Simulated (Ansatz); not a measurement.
# Structure optimisation: silver, omega (AlB2-type)

Theory: DFT, LDA (PW92), plane waves (420 eV) with PAW, scalar-relativistic in Ansatz 0.2.0. (PAW data from PBE, frozen cores regenerated.)

k-point mesh 8×8×11, Fermi-Dirac smearing 0.1 eV, no spin polarisation. Cell and atoms relax.

Starting structure:

```
Ag
1.0
     4.58504    0.00000    0.00000
    -2.29252    3.97076    0.00000
     0.00000    0.00000    2.81063
Ag
3
Cartesian
  0.0000 0.0000 0.0000
  0.0000 2.6472 1.4053
  2.2925 1.3236 1.4053
```

Problem. The pressure at the start is -4.9 GPa. By how much does the volume change?

Solution. From 17.06 to 16.35 Å³ per atom, -4.1 %. The final cell has a = 4.556 Å, c = 2.729 Å (c/a = 0.599).

Problem. How much energy does the relaxation gain?

Solution. 14.4 meV per atom.

Path of the relaxation (the plane waves are chosen anew near the end, which can shift the energy a little):

```
step  E − E(final) (meV/atom)  V (Å³/atom)  P (GPa)  max force (eV/Å)
   0                    14.39       17.057    -4.85             0.000
   1                    12.72       15.678     6.23             0.000
   2                     0.18       16.416    -0.53             0.000
   3                    -0.10       16.352    -0.03             0.000
   4                    -0.12       16.349     0.00             0.000
   5                     0.00       16.349     0.00             0.000
```
